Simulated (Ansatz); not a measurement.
# MnS (Fm-3m)

Level of theory: PBE+U, U_eff = 4.0 eV (Dudarev form) on Mn d, fully localised double counting, collinear spin, scalar-relativistic, 420 eV, PAW set soft_2, 6×6×6 mesh, Gaussian smearing of 0.05 eV; plane-wave PAW code Ansatz.

```yaml
crystal:
  lattice:
    - [0.00000, 2.61225, 2.61225]
    - [2.61225, 0.00000, 2.61225]
    - [2.61225, 2.61225, 0.00000]
  atoms:
    - { symbol: Mn, position: [0.00000, 0.00000, 0.00000] }
    - { symbol: S, position: [0.50000, 0.50000, 0.50000] }
```

The structure is that of a cell as deposited in COD, unrelaxed.

Cell and atoms stay fixed. Atoms count from 1 in the text and from 0 in parts of the program's output.

Two runs on this cell converged from different starts. The ends of their outputs, energies left out (λ are the eigenvalues of a shell's occupation matrix):

Run A:

```
Magnetization: 5.0000 μB (13.0000 up, 8.0000 down)
Absolute magnetization: 5.0000 μB (∫|ρ↑−ρ↓|, with the PAW one-centre terms)
Per-site moments (μB) at R_I (Å): [(4.50816, 1.07755), (0.11318, 1.07755)]
Fermi energy:    10.472016 eV
--- Forces (eV/Å), atoms counted from 1 ---
  atom   1  Mn     0.00000000     0.00000000     0.00000000
  atom   2  S      0.00000000     0.00000000     0.00000000
--- Stress (GPa, compression-positive) ---
        4.218396       0.000004       0.000039
        0.000004       4.218417      -0.000014
        0.000039      -0.000015       4.218475
  P = ⅓ Tr σ = 4.2184 GPa (42.184 kbar)
--- Löwdin populations: 2 sites ---
  site symbol       q [e]    m [muB]
     0     Mn     13.8307     4.7716
     1      S      7.0299     0.1817
--- Occupation matrices: 1 shell (run DFT+U table (all-electron-ortho-atomic); ε = 9.59e-4) ---
  Mn0 d_3D up     Tr n = 4.9779  λ = 0.992 0.992 0.998 0.998 0.998
  Mn0 d_3D dn     Tr n = 0.2722  λ = 0.023 0.023 0.023 0.101 0.101
```

Run B:

```
Magnetization: 1.0000 μB (11.0000 up, 10.0000 down)
Absolute magnetization: 2.2609 μB (∫|ρ↑−ρ↓|, with the PAW one-centre terms)
Per-site moments (μB) at R_I (Å): [(0.95502, 1.07755), (-0.03391, 1.07755)]
Fermi energy:    9.926692 eV
--- Forces (eV/Å), atoms counted from 1 ---
  atom   1  Mn     0.00000000     0.00000000     0.00000000
  atom   2  S      0.00000000     0.00000000     0.00000000
--- Stress (GPa, compression-positive) ---
       -3.671860       0.099378      -0.099376
        0.099384      -3.671601       0.099270
       -0.099202       0.099187      -3.671692
  P = ⅓ Tr σ = -3.6717 GPa (-36.717 kbar)
--- Löwdin populations: 2 sites ---
  site symbol       q [e]    m [muB]
     0     Mn     14.0006     1.0457
     1      S      6.8768    -0.0471
--- Occupation matrices: 1 shell (run DFT+U table (all-electron-ortho-atomic); ε = 2.00e-2, under-converged) ---
  Mn0 d_3D up     Tr n = 3.2337  λ = 0.127 0.127 0.992 0.992 0.995
  Mn0 d_3D dn     Tr n = 2.2035  λ = 0.030 0.097 0.097 0.990 0.990
```

Task: Which run lies higher in energy, by how much, and why?

Result: Run B, by 1160.5 meV/atom. Run B has 5 filled d spin orbitals, 1 more of one spin than of the other, a gap of 1.13 eV and a whole-number cell moment of 1 μB, as a collinear insulator must have; run A has 5 d electrons in filled orbitals, 5 of them unpaired, the high-spin filling, a gap of 0.89 eV and a whole-number cell moment of 5 μB, as a collinear insulator must have. Flag on run B: occupations loosely converged. On Mn1, N↑ − N↓ is 1.03 in size in run B against 4.71 in run A: with fewer parallel spins, run B lacks part of the exchange energy behind Hund's first rule. With J = 0 the Hubbard energy is (U/2) Σ λ(1 − λ), a penalty on fractional natural occupations. The sums Σ λ(1 − λ) over the cell's shells are 0.27 for run A and 0.47 for run B, which at U/2 = 2.00 eV give 0.54 and 0.93 eV per cell. Of the difference of 2.32 eV per cell, the Hubbard term gives 0.39 eV and all other terms 1.93 eV, so the Hubbard term itself makes little of it, though U shapes both states. The other terms are taken on each state's own density, so they aren't the result of a run without U.

With one Mn ion in the cell, Mn moments can't oppose each other.

In the lower state the fixed cell carries a pressure of 4.2 GPa (the cell is smaller than this level of theory would relax to); relaxing would change energies and could change the order of close states.

Run B started from: random orbitals: pairs of harmonics, lower spin (3+2 electrons), moments Mn1 1.00 μB, occupations held for 12 iterations. Run A started from: random orbitals: random mixtures, one electron fewer, moments Mn1 4.00 μB, occupations held for 5 iterations. At this level the cell was started in 7 ways. Run A holds the lowest state found for this cell, which doesn't make it the ground state. The value of U was drawn from a range and not derived for this compound; another value can change gaps, moments and the order of states. The program marks an occupation table as loosely converged. Gaps are Kohn–Sham gaps over the k-mesh alone and may be smaller between its points.
